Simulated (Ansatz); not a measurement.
LuPd, DFT, PBEsol, all-electron LAPW, scalar-relativistic (Ansatz 0.2.0), run on 1 thread of Intel(R) Xeon(R) Platinum 8488C (Sapphire Rapids) on a shared host.

The cell is COD entry 1538201, as deposited and not checked against the literature; nothing was relaxed. The listed cell was then made from it by scaling, straining or moving an atom.

Command: `ansatz run input.yaml --threads 1 --pin off --max-ram 3072MiB --backend cpu --events-out ev --progress --plain --runs-dir out`

```yaml
crystal:
  lattice:
    - [3.3920798463, 0.0, 0.0]
    - [0.0, 3.3920798463, 0.0]
    - [0.0, 0.0, 3.3920798463]
  atoms:
    - { symbol: Lu, position: [0.0, 0.0, 0.0] }
    - { symbol: Pd, position: [0.5, 0.5, 0.5] }
kpoints:
  mp_grid: { grid: [10, 10, 10] }
  band_path:
    path:
      - [0.0, 0.0, 0.0]
      - [0.0, 0.5, 0.0]
      - [0.5, 0.5, 0.0]
      - [0.0, 0.0, 0.0]
      - [0.5, 0.5, 0.5]
      - [0.0, 0.5, 0.0]
      - [0.5, 0.5, 0.5]
      - [0.5, 0.5, 0.0]
    npoints: 5
scf:
  occupations: { method: fermi_dirac, width: 0.05 }
hamiltonian:
  xc: pbesol
  pseudopotentials: { kind: all_electron, lapw: { basis_error: 0.0005 } }
output:
  forces: true
  stress: true
  eigenvalues: true
```

Problem. How large is the problem that the program sets up?

Solution. 56 irreducible k-points, 389 plane waves at Γ, 42 bands.

Problem. About how long does it take, and how much memory does it use?

Solution. 29 s of wall time for 13 SCF iterations, with a peak of 0.5 GiB. Times on shared machines scatter by tens of per cent.
